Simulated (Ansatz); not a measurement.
LaSe$_{2}$:
```yaml
crystal:
  lattice:
    - [8.62250, 0.00000, 0.00000]
    - [0.00000, 4.28529, 0.00000]
    - [-0.03331, 0.00000, 8.56208]
  atoms:
    - { symbol: La, position: [0.72340, 0.78065, 0.87268] }
    - { symbol: La, position: [0.27660, 0.21935, 0.12732] }
    - { symbol: La, position: [0.27660, 0.28065, 0.62732] }
    - { symbol: La, position: [0.72340, 0.71935, 0.37268] }
    - { symbol: Se, position: [0.99748, 0.32667, 0.88454] }
    - { symbol: Se, position: [0.00252, 0.67333, 0.11546] }
    - { symbol: Se, position: [0.00252, 0.82667, 0.61546] }
    - { symbol: Se, position: [0.99748, 0.17333, 0.38454] }
    - { symbol: Se, position: [0.63413, 0.24084, 0.12560] }
    - { symbol: Se, position: [0.36587, 0.75916, 0.87440] }
    - { symbol: Se, position: [0.36587, 0.74084, 0.37440] }
    - { symbol: Se, position: [0.63413, 0.25916, 0.62560] }
```

Relaxed with r²SCAN. Special points in fractions of this cell's reciprocal vectors: Γ (0.000, 0.000, 0.000); Z (0.000, 0.500, 0.000); D (0.000, 0.500, 0.500); B (0.000, 0.000, 0.500); A (-0.500, 0.000, 0.500); E (-0.500, 0.500, 0.500); C2 (-0.500, 0.500, 0.000); Y2 (-0.500, 0.000, 0.000).

### Question
List the band energies nearest the valence-band maximum at these points for DFT-r²SCAN in the program Ansatz with PAW potentials.

### Answer
In eV from the valence-band maximum; about four levels below and three above (degenerate sets whole), none deeper than 8.9 eV; points with the same levels are listed once.

```tsv
k	below	above
Γ	-1.52 -1.24 -1.23 -0.47	0.54 1.41 1.78
Z	-1.68 -1.68 -1.51 -1.51	2.22 2.22 2.28 2.28
D	-1.62 -1.62 -0.02 -0.02	1.55 1.55 2.26 2.26 2.26 2.26
B	-1.40 -1.40 -0.76 -0.76	1.17 1.17 1.62 1.62
A	-1.58 -1.58 -1.08 -1.08	1.26 1.26 1.75 1.75
E	-1.52 -1.52 0.00 0.00	1.53 1.53 2.31 2.31
C2	-1.59 -1.59 -1.03 -1.03	2.23 2.23 2.32 2.32
Y2	-1.27 -1.22 -1.21 -1.17	1.07 1.44 1.46
```

Space group P2_1/c. The workflow started from a Materials Project entry (that database holds measured and hypothetical structures alike); the Crystallography Open Database copy checked does not list it. Its standing as an ambient phase is unchecked. The r²SCAN relaxation kept the symmetry of its start; whether a distortion lowers the energy is not shown. Scalar-relativistic: spin–orbit coupling is off unless named, which matters more the heavier the elements.

Potentials: the earlier of the program's two PAW sets.
